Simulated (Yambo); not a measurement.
Absorption of Ba$_{2}$MgMoO$_{6}$ (space group Fm-3m, No. 225) with and without the electron-hole interaction (Yambo, LDA bands; 4×4×4 mesh, 17 valence and 6 conduction bands, static screening with 91 bands and a 3 Ry block, scissor 1.55 eV, Tamm-Dancoff; field along x).

| E (eV) | Im ε, BSE | Im ε, independent quasiparticles |
|---|---|---|
| 1.80 | 0.07 | 0.07 |
| 1.90 | 0.07 | 0.08 |
| 2.00 | 0.08 | 0.08 |
| 2.10 | 0.09 | 0.09 |
| 2.20 | 0.10 | 0.10 |
| 2.30 | 0.11 | 0.10 |
| 2.40 | 0.12 | 0.11 |
| 2.50 | 0.14 | 0.12 |
| 2.60 | 0.16 | 0.13 |
| 2.70 | 0.19 | 0.14 |
| 2.80 | 0.23 | 0.16 |
| 2.90 | 0.30 | 0.18 |
| 3.00 | 0.40 | 0.20 |
| 3.10 | 0.57 | 0.22 |
| 3.20 | 0.93 | 0.26 |
| 3.30 | 1.58 | 0.30 |
| 3.40 | 2.00 | 0.35 |
| 3.50 | 1.72 | 0.42 |
| 3.60 | 1.84 | 0.53 |
| 3.70 | 2.21 | 0.68 |
| 3.80 | 2.66 | 0.94 |
| 3.90 | 2.95 | 1.41 |
| 4.00 | 2.72 | 2.17 |
| 4.10 | 2.65 | 2.85 |
| 4.20 | 2.70 | 3.68 |
| 4.30 | 2.70 | 4.97 |
| 4.40 | 2.16 | 6.28 |
| 4.50 | 1.75 | 6.62 |
| 4.60 | 1.57 | 5.80 |
| 4.70 | 1.43 | 5.40 |
| 4.80 | 1.28 | 6.07 |
| 4.90 | 1.16 | 6.88 |
| 5.00 | 1.17 | 7.06 |
| 5.10 | 1.35 | 6.92 |
| 5.20 | 1.66 | 6.84 |
| 5.30 | 1.98 | 6.91 |
| 5.40 | 1.95 | 6.29 |
| 5.50 | 1.72 | 5.26 |
| 5.60 | 1.50 | 4.47 |
| 5.70 | 1.58 | 3.88 |
| 5.80 | 2.06 | 3.23 |
| 5.90 | 2.78 | 2.91 |
| 6.00 | 2.63 | 2.69 |
| 6.10 | 1.85 | 2.17 |
| 6.20 | 1.34 | 1.88 |
| 6.30 | 1.04 | 1.58 |
| 6.40 | 0.84 | 1.33 |
| 6.50 | 0.77 | 1.20 |
| 6.60 | 0.81 | 1.12 |
| 6.70 | 0.93 | 0.96 |
| 6.80 | 1.20 | 0.76 |
| 6.90 | 1.73 | 0.67 |
| 7.00 | 2.76 | 0.66 |
| 7.10 | 3.87 | 0.71 |
| 7.20 | 3.45 | 0.75 |
| 7.30 | 3.00 | 0.83 |
| 7.40 | 3.21 | 1.05 |
| 7.50 | 3.28 | 1.31 |
| 7.60 | 3.26 | 1.36 |
| 7.70 | 3.02 | 1.42 |
| 7.80 | 2.66 | 1.74 |
| 7.90 | 2.86 | 2.13 |

The scissor comes from a G0W0 run whose convergence isn't established. Broadening 0.15 eV. The band window holds all transitions up to 7.9 eV. Fine structure above the onset can come from the mesh.

Spin-orbit splittings are left out.

Geometry of the Materials Project entry, not relaxed at this level; primitive cell a = b = c = 5.8070 Å, α = β = γ = 60.00°.

The structure is a Materials Project entry; no match was found in the copy of COD used, and its stability was not checked.
